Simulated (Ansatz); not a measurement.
**Cu: energy along a strain**

Cu, P6_3/mmc, a = 2.521 Å, c = 4.117 Å. This isn't the element's structure at ambient conditions. Ansatz: PBEsol, PAW, 420 eV, Γ-centred 30×30×14 mesh on 2 atoms, Gaussian smearing 0.15 eV; no spin polarisation. Cell vectors (Å): 2.521 0.000 0.000; -1.260 2.183 0.000; 0.000 0.000 4.117. The cell is strained by x per cent times the pattern (0 0 0 1 0 0) in the order xx yy zz yz xz xy (engineering shears), with fractional coordinates held. y is the free energy over the start, V0 = 11.325 Å³/atom. Symmetry makes y even in x.

```tsv
x (%)	y (meV/atom)
-2.00	0.75
-1.00	0.19
0.00	0.00
0.50	?
1.50	0.43
1.75	0.58
```

Fit y = c2 x² + c4 x⁴ to the other rows, get the stiffness along the pattern, and predict the missing energy.

Least squares on the rows shown. y = 0.1941 x² − 0.001606 x⁴. The clamped-ion stiffness p·C·p = 2 × 1.941 eV × 160.2 / 11.325 Å³ = 55 GPa, which is C44 in these axes. At x = 0.50 the fit asked for gives 0.05 meV/atom. The run gave 0.05 meV/atom, the same to the digits shown.